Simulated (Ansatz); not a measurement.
Theory: DFT PBE, scalar-relativistic, plane waves, PAW in Ansatz. All cells share a 420 eV cutoff and Γ-centred k meshes spaced at most about 0.3 Å⁻¹ (about 0.25 or finer for metals, 2π included). No spin polarisation in the final relaxations.

All energies are static (0 K, no zero-point motion).

Two relaxed structures of TaAl5:

A.

```cif
data_structure
_symmetry_space_group_name_H-M 'P-62m'
_symmetry_Int_Tables_number 189
_cell_length_a 4.9930
_cell_length_b 4.9930
_cell_length_c 4.5719
_cell_angle_alpha 90.000
_cell_angle_beta 90.000
_cell_angle_gamma 120.000
_cell_volume 98.71
loop_
_atom_site_label
_atom_site_type_symbol
_atom_site_symmetry_multiplicity
_atom_site_Wyckoff_symbol
_atom_site_fract_x
_atom_site_fract_y
_atom_site_fract_z
_atom_site_occupancy
Ta1 Ta 1 a 0.00000 0.00000 0.00000 1
Al1 Al 3 g 0.32962 0.00000 0.50000 1
Al2 Al 2 c 0.33333 0.66667 0.00000 1
```

B.

```cif
data_structure
_symmetry_space_group_name_H-M 'F-43m'
_symmetry_Int_Tables_number 216
_cell_length_a 7.2875
_cell_length_b 7.2875
_cell_length_c 7.2875
_cell_angle_alpha 90.000
_cell_angle_beta 90.000
_cell_angle_gamma 90.000
_cell_volume 387.02
loop_
_atom_site_label
_atom_site_type_symbol
_atom_site_symmetry_multiplicity
_atom_site_Wyckoff_symbol
_atom_site_fract_x
_atom_site_fract_y
_atom_site_fract_z
_atom_site_occupancy
Ta1 Ta 4 a 0.00000 0.00000 0.00000 1
Al1 Al 16 e 0.87496 0.37496 0.12504 1
Al2 Al 4 c 0.25000 0.25000 0.25000 1
```

Question: Which would you expect to be lower, and how large is the difference?

Answer: B is lower, by 69 meV/atom. A has Ta and Al ordered on hcp sites, space group P-62m (No. 189), 16.5 Å³/atom and no gap on its mesh; B has space group F-43m (No. 216), 16.1 Å³/atom and no gap. Counting all near atoms (those within 1.25 times the shortest distance at each site; a plus sign parts nearer from farther groups; a slash parts the counts of unlike sites), A has Ta 12, Al 12 and B has Ta 16, Al 6+6/16. In A, around Ta lie 12 Al at 2.82–2.88 Å; Al on a site of symmetry m2m is surrounded by 2 Ta at 2.82 Å and 10 Al at 2.83–2.90 Å; Al on a site of symmetry -6 is surrounded by 9 Al at 2.83–2.88 Å and 3 Ta at 2.88 Å. In B, Ta has 16 Al at 3.02–3.16 Å; Al on a site of symmetry 3m has 6 Al at 2.58 Å, 3 Ta at 3.02 Å and 3 Al at 3.02 Å; Al on a site of symmetry -43m is surrounded by 12 Al at 3.02 Å and 4 Ta at 3.16 Å. Both come from invented guesses.

These runs have no spin–orbit coupling, which can matter for Ta. A magnetic state wasn't ruled out in cells without spin, among them P-62m. Cells relaxed within their symmetry can be saddle points.
